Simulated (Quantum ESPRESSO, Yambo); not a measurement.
Quasiparticle gap of CdSe at -1 % isotropic strain

Space group F-43m (No. 216); a = 6.022 Å, b = 6.022 Å, c = 6.022 Å, α = 90.00°, β = 90.00°, γ = 90.00°

```
atom  site  symmetry       x       y       z
----  ----  --------  ------  ------  ------
Se      4a      -43m  0.0000  0.0000  0.0000
Cd      4c      -43m  0.2500  0.2500  0.2500
```
(The calculation used a cell of 2 atoms; values per cell refer to that cell.)

The PBEsol cell relaxed from Materials Project entry mp-2691 was given an isotropic strain of -1 % on all lattice vectors, and the atoms were relaxed again.

Starting point: PBE (stringent potentials; Quantum ESPRESSO, PseudoDojo norm-conserving, 120 Ry, no spin-orbit coupling). G0W0 in Yambo: 4×4×4 Γ-centred k mesh, bands 14 to 259 and a 15 Ry block in the screening, 259 bands in G with the Bruneval-Gonze terminator, plasmon pole fitted at 27.2 eV.

```json
{
  "PBE gap along the band path": "0.67 eV",
  "PBE gap between the mesh's edge points (Γ → Γ)": "0.67 eV",
  "G0W0 gap between the same points": "1.42 eV"
}
```

```tsv
k point	band	E PBE (eV)	E QP (eV)	shift (eV)	Z
Γ	VB	0.00	-0.71	-0.71	0.79
Γ	CB	0.67	0.71	0.04	0.81
L	VB	-0.79	-1.58	-0.78	0.79
L	CB	2.44	2.58	0.14	0.81
W	VB	-2.34	-3.24	-0.91	0.79
W	CB	5.17	5.64	0.47	0.79
```

Energies count from the PBE valence-band maximum.

Convergence of the G0W0 settings was not tested.

Spin-orbit splittings are left out.
